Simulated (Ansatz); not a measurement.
**Equation of state of Sr$_{2}$CdPt$_{2}$**

A database entry relaxed whole under r2SCAN (Immm):

```
Sr Cd Pt
1.0
    -2.26740    2.98846    4.59440
     2.26740   -2.98846    4.59440
     2.26740    2.98846   -4.59440
Sr Cd Pt
2 1 2
Direct
  0.70027 0.20027 0.50000
  0.29973 0.79973 0.50000
  0.00000 0.00000 0.00000
  0.72742 0.50000 0.22742
  0.27258 0.50000 0.77258
```

The cell was scaled uniformly, its shape held, and the atoms relaxed at each volume with plane-wave PAW DFT (Ansatz 0.2.0; r2SCAN, 500 eV, 8×8×8 Γ-centred mesh, fermi-dirac occupations of width 0.100 eV; no spin, no spin-orbit coupling). One row is withheld.

```csv
volume (Å³/atom),energy over the lowest (meV/atom),pressure (GPa)
23.411,22.7,5.11
23.909,9.8,3.22
24.407,2.4,1.54
24.905,0.0,0.05
25.404,?,?
25.902,7.8,-2.45
26.400,17.1,-3.48
```

Problem. Fit the pressures of the other rows to the third-order Birch-Murnaghan form.

Solution. With f = [(V₀/V)^(2/3) − 1]/2 and P = 3B₀f(1 + 2f)^(5/2)[1 + 3(B₀′ − 4)f/2], least squares gives V₀ = 24.92 Å³ an atom, B₀ = 69.9 GPa and B₀′ = 5.0; the rows miss the fit by less than 0.01 GPa. The slope of the energies differs from these pressures by less than 0.05 GPa.

Problem. What does the withheld row hold?

Solution. The fit gives -1.27 GPa at 25.404 Å³; the run gave -1.28 GPa and 2.0 meV an atom.

Caveats: the shape of the cell was held, so B₀ is an upper bound where the axes differ in stiffness; 0 K, fixed nuclei; the symmetry was kept, and this need not be the phase that is stable at 0 K; one mesh for all volumes; pressure is positive in compression.
